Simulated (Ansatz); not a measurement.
**Zincblende alloy of GaSb and InAs (26 of 32 Ga sites, 26 of 32 Sb sites exchanged), 64 atoms**

Ansatz, PAW, plane waves. PBEsol relaxation of volume and atoms (shape held) at the single k point (¼, ¼, ¼) without its symmetry partners; single points on the relaxed atoms at the Γ point alone, onto which points of the small cell's zone fold. Arrangement: quasirandom. No spin–orbit coupling unless named.

Relaxed structure:

```xyz
64
Lattice="12.1752 0.0000 0.0000 0.0000 12.1752 0.0000 0.0000 0.0000 12.1752" Properties=species:S:1:pos:R:3 pbc="T T T"
In    0.0509   12.0787   12.1718
In    0.0994   12.0550    6.2139
In   12.1592    6.1630   12.1605
In    0.0956    6.0853    6.1594
In    6.1172   12.1422   12.1307
In    5.9847    0.0577    6.1917
In    6.1128    6.1245    0.0098
In    3.0445    3.0467   12.1526
In    3.0738    3.0699    6.0832
In    3.0263    9.1250   12.1472
In    9.0655    3.1238    0.0603
In    9.0971    3.0627    6.2438
In    9.2227    9.1790    6.1937
In    3.0619   12.1410    3.0774
In    3.0083   12.1368    9.1337
In    3.0670    6.1168    3.0860
In    3.0534    6.1617    9.1063
In    9.1461   12.1559    2.8373
In    9.2158    6.0767    9.2345
In    0.0481    3.1497    2.9798
In    0.0858    3.0797    9.0943
In    0.0804    9.1861    2.9825
In    6.0199    3.0031    2.9994
In    6.1030    3.0474    9.1319
In    6.0418    9.0075    3.0037
In    6.0271    9.2078    9.1922
Ga    5.8972    6.1149    6.0517
Ga    3.0224    9.1103    6.1260
Ga    9.1719    9.1290   12.1069
Ga    9.0852   12.0451    9.1319
Ga    9.0959    6.1383    2.8732
Ga   12.1583    9.1510    9.1606
As    1.5350    1.4982    1.5139
As    1.5853    1.5384    7.6079
As    1.5670    7.6061    1.5161
As    1.5053    7.7835    7.6477
As    7.5554    1.5352    1.4766
As    7.6506    1.4000    7.7457
As    7.7434    7.6468    1.4276
As    4.5513    4.5958    1.5074
As    4.6039    4.6292    7.5589
As    4.5646   10.6239    1.4932
As    4.4423   10.5842    7.5686
As   10.5933    4.6814    1.5358
As   10.7097    4.5978    7.6615
As   10.6225   10.5377    1.3888
As   10.6901   10.6411    7.8106
As    4.5432    1.5302    4.5759
As    4.5573    1.4950   10.6277
As    4.4862    7.6327    4.7048
As    4.5711    7.6248   10.6812
As   10.6862    7.7645   10.6479
As    1.5615    4.5833    4.5789
As    1.5337    4.6191   10.6470
As    1.6266   10.5537    4.6515
As    1.4671   10.5467   10.5724
As    7.5919    4.5887   10.6669
As    7.7288   10.6174   10.6629
Sb    7.5032    7.5165    7.5858
Sb   10.6874    1.4871    4.5789
Sb   10.5752    1.4672   10.5924
Sb   10.6292    7.5406    4.4726
Sb    7.5578    4.7188    4.5379
Sb    7.5871   10.6839    4.5621
```

Q: What are the mean bond lengths by pair (pairs within 1.2 times the sum of covalent radii, less contacts 15 % beyond the pair's median; cation–cation pairs of compounds aside; long ionic contacts are cut short by that bound)?

A: As–Ga 2.504 ± 0.021 Å (standard deviation, 19 bonds); As–In 2.639 ± 0.020 Å (standard deviation, 85 bonds); Ga–Sb 2.639 ± 0.019 Å (standard deviation, 5 bonds); In–Sb 2.772 ± 0.018 Å (standard deviation, 19 bonds).

Q: What gap lies between the top filled and the lowest empty level in the single points?

A: HSE06 0.35 eV (44 s on NVIDIA GB200).
